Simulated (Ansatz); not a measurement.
A geometry of FeSi away from equilibrium: step 2 of the relaxation of a relaxed FeSi cell shaken by Gaussian noise of σ = 0.08 Å a coordinate. Method: PBE (plane waves to 420 eV, PAW, scalar-relativistic; Ansatz, a program for electronic structure). Γ-centred k-mesh 5×5×5 on the run's cell (coarser than for final values), Fermi–Dirac smearing 0.05 eV.

```
FeSi
1.0
    4.42990    -0.01533     0.02207
   -0.01533     4.45086     0.01686
    0.02207     0.01686     4.44082
Fe Si
4 4
Direct
  0.87458   0.85975   0.87758
  0.36289   0.62901   0.14750
  0.13787   0.37233   0.64549
  0.64169   0.14621   0.37325
  0.14514   0.16940   0.15839
  0.68040   0.33882   0.84668
  0.84560   0.66964   0.33582
  0.33272   0.83274   0.67807
```

Question: What forces act on the atoms (eV/Å)?

Answer: 
```csv
atom,Fx,Fy,Fz
Fe1,-1.00,0.36,-0.84
Fe2,0.51,0.46,-0.16
Fe3,0.39,-0.67,-0.49
Fe4,-0.71,-0.61,0.00
Si5,1.04,-0.21,0.84
Si6,-1.34,0.24,0.38
Si7,-0.20,-0.47,1.15
Si8,1.31,0.92,-0.88
```

Question: What is the pressure?

Answer: +3.6 GPa, compression positive.

Question: How much energy per atom can still be gained by relaxing?

Answer: 0.04 eV/atom; the path ends in P2₁3 (No. 198) (AFLOW prototype AB_cP8_198_a_a (B20, as in FeSi)).

No spin polarisation in the result. A magnetic state may lie lower.
